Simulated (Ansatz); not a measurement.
NbPd4: changing the choice of potentials or basis

The cell as given:

```cif
data_structure
_symmetry_space_group_name_H-M 'P 1'
_symmetry_Int_Tables_number 1
_cell_length_a 11.6112
_cell_length_b 11.6112
_cell_length_c 11.6112
_cell_angle_alpha 14.025
_cell_angle_beta 14.025
_cell_angle_gamma 14.025
_cell_volume 80.02
loop_
_atom_site_label
_atom_site_type_symbol
_atom_site_fract_x
_atom_site_fract_y
_atom_site_fract_z
_atom_site_occupancy
Pd1 Pd 0.60062 0.60062 0.60062 1
Pd2 Pd 0.19992 0.19992 0.19992 1
Pd3 Pd 0.80008 0.80008 0.80008 1
Pd4 Pd 0.39938 0.39938 0.39938 1
Nb1 Nb 0.00000 0.00000 0.00000 1
```

The cell comes from a database or a generator and needn't be the stable form of this composition.

Kept alike: task relaxation of cell and atoms; functional PBEsol; k mesh 11 × 11 × 11; occupations fermi-dirac, width 0.05 eV; no spin polarisation. Program: Ansatz. Cutoffs run from 708 to 1170 eV. The mesh is that of the run's cell of 5 atoms. No spin-orbit coupling.

| choice of potentials or basis | volume (Å³/atom) |
| --- | --- |
| Ansatz PAW (files of its older set among them) (made for PBE) | 15.079 |
| JTH PAW (made for PBE) | 15.055 |
| PseudoDojo standard (PBEsol files) | 15.082 |
| PseudoDojo stringent (PBEsol files) | 15.082 |

The relaxations keep at least the cell's symmetry (R-3m). For a metal such a mesh leaves the last digits unconverged. Relaxations stop with a little pressure left, so the last digits of a volume or edge aren't settled.

Q: What does the choice of potentials or basis change here?

A: The volume runs from 15.055 (JTH PAW (made for PBE)) to 15.082 Å³/atom (PseudoDojo standard (PBEsol files); PseudoDojo stringent (PBEsol files)).
